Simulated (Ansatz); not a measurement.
Geometry optimisation in Ansatz: input, command and trajectory.

```yaml
crystal:
  lattice:
    - [-2.2190532987, 2.2190532987, 5.1837374737]
    - [2.2190532987, -2.2190532987, 5.1837374737]
    - [2.2190532987, 2.2190532987, -5.1837374737]
  atoms:
    - { symbol: Ca, position: [0.0, 0.0, 0.0] }
    - { symbol: Ge, position: [0.383220389, 0.383220389, 0.0] }
    - { symbol: Ge, position: [0.616779611, 0.616779611, 0.0] }
    - { symbol: Au, position: [0.75, 0.25, 0.5] }
    - { symbol: Au, position: [0.25, 0.75, 0.5] }
basis:
  ecutwfc: 500
kpoints:
  mp_grid: { grid: [12, 12, 12] }
hamiltonian:
  xc: r2scan
scf:
  occupations: { method: gaussian, width: 0.1 }
output:
  forces: true
  stress: true
  eigenvalues: true
  write_density: true
  write_potential: true
  elf: true
  volumetric_format: npy
relax:
  adjacent_minimum: "off"
  f_tol: 0.005
  max_steps: 80
  cell: { stress_tol: 0.05 }
```

```bash
ansatz run input.yaml --threads 1 --pin off --max-ram 2560MiB --backend cpu --events-out ev --progress --plain --runs-dir out
```

All numbers below come from DFT r2SCAN, scalar-relativistic, plane waves, PAW (Ansatz).

Of 5 frames 4 are shown, positions in Å and forces in eV/Å; the SCF threshold varies from step to step. Steps run on the plane waves of an earlier cell, with a Pulay correction in the pressure. The basis is chosen afresh for the last frame, the zero of the energies, and at times for earlier ones too; energy and pressure can step there, also at an unchanged geometry. Where two frames share a geometry here, they differ by under 2 meV/atom and 0.3 GPa.

```xyz
5
Lattice="-2.2191 2.2191 5.1837 2.2191 -2.2191 5.1837 2.2191 2.2191 -5.1837" Properties=species:S:1:pos:R:3:forces:R:3 pbc="T T T" step=1 free_energy_over_end_meV_per_atom=0.18 pressure_GPa=0.01
Ca    0.0000    0.0000    0.0000    0.0000    0.0000    0.0000
Ge    0.0000    0.0000    3.9730    0.0000    0.0000   -0.1021
Ge    0.0000    0.0000    6.3944    0.0000    0.0000    0.1021
Au    0.0000    2.2191    2.5919    0.0000    0.0000    0.0000
Au    2.2191    0.0000    2.5919    0.0000    0.0000    0.0000
5
Lattice="-2.2209 2.2209 5.1769 2.2209 -2.2209 5.1769 2.2209 2.2209 -5.1769" Properties=species:S:1:pos:R:3:forces:R:3 pbc="T T T" step=2 free_energy_over_end_meV_per_atom=0.03 pressure_GPa=0.05
Ca    0.0000    0.0000    0.0000    0.0000    0.0000    0.0000
Ge    0.0000    0.0000    3.9620    0.0000    0.0000   -0.0317
Ge    0.0000    0.0000    6.3919    0.0000    0.0000    0.0317
Au    0.0000    2.2209    2.5885    0.0000    0.0000    0.0000
Au    2.2209    0.0000    2.5885    0.0000    0.0000    0.0000
5
Lattice="-2.2242 2.2242 5.1704 2.2242 -2.2242 5.1704 2.2242 2.2242 -5.1704" Properties=species:S:1:pos:R:3:forces:R:3 pbc="T T T" step=3 free_energy_over_end_meV_per_atom=0.02 pressure_GPa=-0.05
Ca    0.0000    0.0000    0.0000    0.0000    0.0000    0.0000
Ge    0.0000    0.0000    3.9530    0.0000    0.0000   -0.0031
Ge    0.0000    0.0000    6.3878    0.0000    0.0000    0.0031
Au    0.0000    2.2242    2.5852    0.0000    0.0000    0.0000
Au    2.2242    0.0000    2.5852    0.0000    0.0000    0.0000
5
Lattice="-2.2236 2.2236 5.1695 2.2236 -2.2236 5.1695 2.2236 2.2236 -5.1695" Properties=species:S:1:pos:R:3:forces:R:3 pbc="T T T" step=5 free_energy_over_end_meV_per_atom=0.00 pressure_GPa=0.01
Ca    0.0000    0.0000    0.0000    0.0000    0.0000    0.0000
Ge    0.0000    0.0000    3.9522    0.0000    0.0000    0.0020
Ge    0.0000    0.0000    6.3868    0.0000    0.0000   -0.0020
Au    0.0000    2.2236    2.5847    0.0000    0.0000    0.0000
Au    2.2236    0.0000    2.5847    0.0000    0.0000    0.0000
```

It took 8.3 min on 1 thread of Arm Neoverse V1 (shared host), peak memory 1.2 GiB.

Spin–orbit coupling is left out, which can shift energies with elements as heavy as these.